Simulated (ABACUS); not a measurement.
Set-up for a self-consistent single point of In₂Se₃ (P-1, 5 atoms in the cell; from Materials Project mp-1017565, changed as shown).

```yaml
crystal:
  lattice:
    - [4.08857, 0.00000, 0.00000]
    - [2.04264, 3.54207, 0.00000]
    - [0.01691, 0.02914, 10.14487]
  atoms:
    - { symbol: In, position: [0.33315, 0.33417, 0.81037] }
    - { symbol: In, position: [0.66685, 0.66583, 0.18963] }
    - { symbol: Se, position: [0.00000, 0.00000, 0.00000] }
    - { symbol: Se, position: [0.33344, 0.33118, 0.32365] }
    - { symbol: Se, position: [0.66656, 0.66882, 0.67635] }
```

Computed with PBEsol, numerical atomic orbitals TZDP (confined pseudo-atomic orbitals with Gaussian additions; energy shift 0.01 Ry), PseudoDojo 0.4 standard norm-conserving PBEsol (tails mended) pseudopotentials run with ABACUS.

ABACUS settings:

```
key                                                                      value
---------------  -------------------------------------------------------------
basis                     TZDP numerical atomic orbitals, energy shift 0.01 Ry
KPT                                                          Gamma 6 6 2 0 0 0
basis_type                                                                lcao
dft_functional                                                          PBESOL
ecutwfc                                                                 100 Ry
smearing_method                                                             fd
smearing_sigma                                                   0.00367493 Ry
potentials       PseudoDojo 0.4 standard norm-conserving PBEsol (tails mended)
symmetry                                                                     1
symmetry_prec                                                            1e-05
ks_solver                                                              genelpa
scf_nmax                                                                   100
scf_thr                                                                1.0e-07
mixing_type                                                            broyden
mixing_beta                                                                0.4
```

Estimate, at this level of theory: gap on the k-point mesh, pressure and largest force (vector length).

The run gave:

- Gap on the k-point mesh = 0.21 eV
- Pressure = -5.08 GPa
- Largest force (vector length) = 0.556 eV/Å

The gap is read on the k-point mesh of the run and can differ from the gap over the whole zone at this level.

For comparison: a first run was changed to give this one (lattice scaled by 1.02), and from it to this one the free energy rises by 40.4 meV/atom, the pressure goes from -2.40 to -5.08 GPa, the largest force goes from 0.140 to 0.556 eV/Å and the gap on the mesh hardly changes (0.200 to 0.205 eV).

The atom-centred basis is finite, which shifts total energies, pressures, gaps and forces against plane waves. The structure comes from a collection of computed structures, made at another level of theory; the collection holds predicted forms beside known ones. Its lattice was then scaled.

Cost on one core: about 2.2 core-minutes (a rough figure).

The atomic orbitals were generated for these runs; they are not ABACUS's published sets and were checked against plane waves on a few crystals only.

“Tails mended”: in these copies of the files the far tail of each local potential was reset to the Coulomb form.
